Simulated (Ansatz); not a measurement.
CdSiN2:
```yaml
crystal:
  lattice:
    - [1.44878, 0.83645, 5.47256]
    - [-1.44878, 0.83645, 5.47256]
    - [0.00000, -1.67290, 5.47256]
  atoms:
    - { symbol: Cd, position: [0.00000, 0.00000, 0.00000] }
    - { symbol: Si, position: [0.50000, 0.50000, 0.50000] }
    - { symbol: N, position: [0.77379, 0.77379, 0.77379] }
    - { symbol: N, position: [0.22621, 0.22621, 0.22621] }
```

Relaxed with r²SCAN. Special points in fractions of this cell's reciprocal vectors: Γ (0.000, 0.000, 0.000); T (0.500, 0.500, 0.500); H2 (0.818, 0.182, 0.500); H0 (0.500, -0.182, 0.182); L (0.500, 0.000, 0.000); S0 (0.341, -0.341, 0.000); S2 (0.659, 0.000, 0.341); F (0.500, 0.000, 0.500).

Q: List the band energies nearest the valence-band maximum at these points for the program Ansatz at the r²SCAN level (PAW).

A: In eV from the valence-band maximum; about four levels below and three above (degenerate sets whole), none deeper than 8.9 eV; points with the same levels are listed once.

| k | below | above |
|---|---|---|
| Γ | -1.37 -1.37 -0.77 -0.77 | 1.58 6.15 7.66 |
| T | -1.60 -1.60 -0.57 -0.57 | 4.26 5.67 6.92 |
| H2 | -5.36 -4.12 -1.41 -1.39 | 4.87 5.50 6.72 |
| L | -3.39 -3.25 -2.48 -1.33 | 4.18 5.08 5.68 |
| S0 | -5.38 -4.17 -1.41 -1.41 | 4.87 6.08 6.27 |
| F | -3.84 -3.27 -0.75 -0.57 | 2.81 3.30 6.94 |

Space group R-3m. The start of the workflow was typed in or built on a structure type; neither database checked (COD, Materials Project) lists it. Its standing as an ambient phase is unchecked. The r²SCAN relaxation kept the symmetry of its start; its stability against distortions is not shown here. Spin–orbit coupling is left out wherever it is not named.

Potentials: the later of the program's two PAW sets.
